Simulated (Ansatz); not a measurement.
A relaxed cell of Ga2AsP is given with its symmetry left out. The cell was found from a structure generator's guess, not taken from experiment.

Computed with Ansatz 0.2.0, DFT PBE, scalar-relativistic, plane waves, PAW. Cutoff 420 eV, Γ-centred mesh, Gaussian smearing, no spin polarisation.

This is a two-dimensional sheet: the third axis spans vacuum and isn't periodic.

```xyz
4
Lattice="4.0068 0.0000 0.0000 0.0000 4.0107 0.0000 0.0000 0.0000 29.8729" Properties=species:S:1:pos:R:3 pbc="T T F"
Ga    0.0000    2.0053    8.5729
Ga    2.0034    0.0000    8.5704
P     0.0000    0.0000   10.0506
As    2.0034    2.0053    6.9502
```

Formation energies are uncorrected and refer to the elements' standard structures at the same level. The references include black phosphorus.

Question: What layer group does it have?

Answer: p4mm (No. 55). In-plane cell: a = 4.007 Å, b = 4.011 Å, γ = 90.0°, thickness 3.10 Å between the outermost nuclei. Ga at height 1.62 Å has 2 P at 2.49 Å, 2 As at 2.58 Å and 4 Ga at 2.83 Å; P at height 3.10 Å has 4 Ga at 2.49 Å; As at height 0.00 Å has 4 Ga at 2.58 Å.

Question: What is its formation energy per atom?

Answer: +0.01 eV/atom. The formation energy is too near zero to say whether this cell lies below the elements.

Question: Is it a metal?

Answer: There is no gap on the 12×12×1 mesh, but valence and conduction bands overlap by only 0.18 eV, so at this level it is a semimetal.

The last run used a 12×12×1 mesh for its 4-atom cell and Gaussian smearing of 0.10 eV. The zero gap may come from the functional, which often closes small gaps, or the cell may be a true semimetal. The reference forms of As and P are held partly by dispersion forces, which this level lacks. Symmetry constrained the relaxation, so the result can be a saddle point.
